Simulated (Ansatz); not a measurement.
Lattice vibrations of CaPd3 at Γ

Theory: DFT PBE, scalar-relativistic, plane waves, PAW in Ansatz. Cutoff 420 eV, 16×16×16 k-points (Γ-centred), Fermi-Dirac smearing of 0.15 eV. No spin polarisation. Phonons by linear response, acoustic sum rule imposed.

The cell, relaxed at this level:
```
CELL_PARAMETERS angstrom
-2.09841 2.09841 4.04147
2.09841 -2.09841 4.04147
2.09841 2.09841 -4.04147
ATOMIC_POSITIONS crystal
Ca 0.00000 0.00000 0.00000
Pd 0.75000 0.25000 0.50000
Pd 0.25000 0.75000 0.50000
Pd 0.50000 0.50000 0.00000
```

It was reached by relaxing an invented guess, and it needn't be the stable form of this composition. In a metal, frequencies depend on the k mesh and the smearing, soft modes most.

(1) Is this structure stable against zone-centre distortions?

(2) List the optical modes at Γ (i marks imaginary ones).

Results:

(1) Yes, at Γ: no optical mode is imaginary. Strains and other wave vectors aren't tested by this run.

(2)
```csv
frequency (THz),degeneracy
3.04,2
3.34,1
3.37,1
3.40,2
6.11,2
6.17,1
```
